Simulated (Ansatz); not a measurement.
GaBi:
```
GaBi
1.0
    0.00000     2.99913     2.99913
    2.99913     0.00000     2.99913
    2.99913     2.99913     0.00000
Ga Bi
1 1
Direct
  0.00000   0.00000   0.00000
  0.50000   0.50000   0.50000
```

Relaxed with PBE. Special points in fractions of this cell's reciprocal vectors: Γ (0.000, 0.000, 0.000); X (0.500, 0.000, 0.500); U (0.625, 0.250, 0.625); K (0.375, 0.375, 0.750); L (0.500, 0.500, 0.500); W (0.500, 0.250, 0.750).

### Question
List the band energies nearest the Fermi level at these points for the program Ansatz at the PBE level (PAW).

### Answer
In eV from the Fermi level; about four levels below and three above (degenerate sets whole), none deeper than 8.9 eV; points with the same levels are listed once.

```csv
k,below,above
Γ,-2.03,0.19 0.19 0.19
X,-4.65 -4.34 -2.16 -2.16,3.33 8.17 8.17
U,-5.79 -4.14 -1.53 -0.85,5.42 5.90 6.27
L,-7.06,0.57 0.57 1.91
W,-5.64 -3.67 -3.67,1.98 2.81 6.70 6.70
```

Space group Fm-3m (rock salt). The cell is a constructed one: a structure type filled with these elements; neither database checked (COD, Materials Project) lists it. Whether it is the stable phase at ambient conditions was not checked. The cell was relaxed with PBE under the symmetry of its start; its stability against distortions is not shown here. Scalar-relativistic: spin–orbit coupling is off unless named, which matters more the heavier the elements.

Potentials: the later of the program's two PAW sets.
